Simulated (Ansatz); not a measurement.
ZnS (wurtzite)

```xyz
4
Lattice="3.8061 0.0000 0.0000 -1.9031 3.2962 0.0000 0.0000 0.0000 6.2447" Properties=species:S:1:pos:R:3 pbc="T T T"
Zn     1.9031     1.0987     6.2432
Zn     0.0000     2.1975     3.1208
S      1.9031     1.0987     3.9058
S      0.0000     2.1975     0.7834
```

Scan: atom 3 (S, nearest neighbour Zn at 2.333 Å; its periodic images, 3.8 Å or more away, move with it) is displaced along Cartesian z, direction (0.000, 0.000, 1.000) in Cartesian axes, by s. The other atoms stay.

The numbers are results of r2SCAN (plane waves to 500 eV, PAW, scalar-relativistic; Ansatz, an electronic-structure program), not measurements. k mesh 8×8×5 (Γ-centred), Fermi-Dirac smearing 0.05 eV. The energy includes the smearing's −TS. ZnS was relaxed with its symmetry unable to fall. The zero of ΔE is the undisplaced structure.

```tsv
s (Å)	ΔE (meV/cell)
-0.230	204
-0.184	136
-0.138	80
-0.092	37
-0.046	10
0.000	0
0.046	11
0.092	44
0.138	105
0.184	196
0.230	322
```

**Question.** What force constant k = d²E/ds² at s = 0 does the table give?

**Answer.** 9.6 eV/Å². It is the second difference of the nearest points, corrected with the next pair.

**Question.** With k = 9.56 eV/Å² from the forces, is the well harmonic out to s = 0.230 Å?

**Answer.** ½ks² = 253 meV/cell against the computed 322 meV/cell, so the well is stiffer than harmonic there.

(A displaced cell: forces are minus the slopes of the energy, force constants its curvatures, and phonons follow from these.)
